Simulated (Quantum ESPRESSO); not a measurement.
# Band energies of RbSO$_{2}$F

```
RbSO2F
1.0
    4.88563     0.00000     0.00000
    0.00000     6.03003     0.00000
   -2.26124     0.00000     7.04633
O F S Rb
4 2 2 2
Direct
  0.66522   0.54700   0.30174
  0.33478   0.45300   0.69826
  0.33478   0.04700   0.69826
  0.66522   0.95300   0.30174
  0.79199   0.25000   0.87670
  0.20801   0.75000   0.12330
  0.60100   0.75000   0.18390
  0.39900   0.25000   0.81610
  0.84316   0.75000   0.71523
  0.15684   0.25000   0.28477
```

LDA (pw.x of Quantum ESPRESSO, ONCV potentials, scalar-relativistic); path ΓYHCEM1AXH1,MDZ,YD; energies in eV from the valence-band maximum.

```csv
k (1/Å),point,band 30,band 31,band 32,band 33,band 34,band 35,band 36,band 37
0.00,Γ,-1.48,-1.06,-0.90,-0.54,-0.33,5.02,5.10,5.86
0.22,,-1.51,-1.04,-0.92,-0.49,-0.28,4.99,5.11,5.83
0.45,Y,-1.58,-1.01,-0.96,-0.46,-0.23,4.96,5.13,5.82
1.01,H,-1.39,-1.05,-0.97,-0.20,-0.03,4.04,4.17,6.27
1.01,C,-1.38,-1.07,-0.96,-0.21,-0.01,4.02,4.12,6.25
1.27,,-1.43,-1.11,-1.03,-0.13,0.00,4.04,4.11,6.34
1.53,E,-1.50,-1.12,-1.12,-0.03,-0.03,4.08,4.08,6.66
1.53,M1,-1.50,-1.13,-1.13,-0.04,-0.04,4.12,4.12,6.63
1.78,A,-1.49,-1.14,-1.14,-0.05,-0.05,4.12,4.12,6.66
1.96,,-1.45,-1.11,-1.10,-0.09,-0.04,4.07,4.14,6.40
2.31,X,-1.37,-1.03,-0.99,-0.18,-0.07,4.02,4.15,6.29
2.31,H1,-1.39,-1.05,-0.97,-0.20,-0.03,4.04,4.17,6.27
2.99,M,-1.50,-1.13,-1.13,-0.04,-0.04,4.12,4.12,6.63
3.13,,-1.50,-1.15,-1.15,-0.10,-0.10,4.31,4.31,6.51
3.27,,-1.50,-1.18,-1.18,-0.19,-0.19,4.61,4.61,6.38
3.41,,-1.51,-1.20,-1.20,-0.26,-0.26,4.88,4.88,6.30
3.55,D,-1.51,-1.21,-1.21,-0.29,-0.29,5.00,5.00,6.27
3.70,,-1.51,-1.20,-1.20,-0.32,-0.32,5.00,5.00,6.29
3.85,,-1.51,-1.20,-1.20,-0.36,-0.36,5.01,5.01,6.33
4.00,Z,-1.52,-1.19,-1.19,-0.38,-0.38,5.01,5.01,6.35
4.00,Y,-1.58,-1.01,-0.96,-0.46,-0.23,4.96,5.13,5.82
4.13,,-1.57,-1.05,-1.00,-0.44,-0.23,4.96,5.11,5.86
4.26,,-1.54,-1.13,-1.09,-0.40,-0.23,4.96,5.08,5.95
4.52,D,-1.51,-1.21,-1.21,-0.29,-0.29,5.00,5.00,6.27
```

The LDA gap is 4.02 eV and nearly direct: the edges lie at 50 % of the way from C to E and X, the smallest direct gap within 0.02 eV of it.

Geometry of the Materials Project entry, not relaxed at this level.
